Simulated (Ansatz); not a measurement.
The relaxed structure here is a generated cell of Y2Ge: the first start was made by placing the elements on the sites of a structure type, and the end was not matched to a known phase here, so it may be hypothetical.

The end point of a relaxation of Y2Ge. Space group P6₃/mmc (No. 194). All values below come from r2SCAN (plane waves to 500 eV, PAW, scalar-relativistic; Ansatz, a first-principles code).

Space group P6₃/mmc (No. 194); a = b = 9.7078 Å, c = 7.8858 Å, α = β = 90.00°, γ = 120.00°

```csv
atom,site,symmetry,x,y,z
Ge,4f,3m.,0.6667,0.3333,0.0981
Y,2c,-6m2,0.3333,0.6667,0.2500
Y,6g,.2/m.,0.5000,0.5000,0.5000
```

What band gap does r2SCAN give?

No gap on the sampled points, where the bands overlap only slightly; such a result is sensitive to mesh and level.

No spin polarisation in the result.

The run could not lose the symmetry of its start, so the end can be a saddle point.
